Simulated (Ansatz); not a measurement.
## Structures of TlRh$_{2}$: which is lowest?

Plane-wave DFT in Ansatz with scalar-relativistic PAW potentials, cutoff 420 eV, Γ-centred meshes chosen by cell and gap, Gaussian smearing with energies taken to zero width. Every cell was relaxed (cell and atoms) in a run of its own, within the symmetry of its start. Functional: PBE.

Relaxed structures (starts from databases or built by putting these elements on another compound's sites):
A. Fd-3m, 6 atoms in the computed cell, a = 7.521 Å; sites (symmetry × multiplicity) Tl -43m × 8, Rh .-3m × 16; start: built
B. Fm-3m, 3 atoms in the computed cell, a = 6.214 Å; sites (symmetry × multiplicity) Tl m-3m × 4, Rh -43m × 8; start: built

Q: Rank them by energy. Could pressure change the order?

A:
| structure | group | E − E(lowest) (meV/atom) | V (Å³/atom) | gap on mesh (eV) |
| --- | --- | --- | --- | --- |
| A | Fd-3m | 0.0 | 17.72 | 0.00 |
| B | Fm-3m | 358 | 19.99 | 0.00 |

A is lowest, 358 meV/atom under B. The lowest is also the densest of these, so pressure wouldn't bring one of the others in at first order. Other structures may lie lower than all of these, and vibrations aren't counted.

Spin-orbit coupling is left out, which matters for the bands of heavy elements. For Tl, Pb and Bi spin-orbit coupling shifts energies too.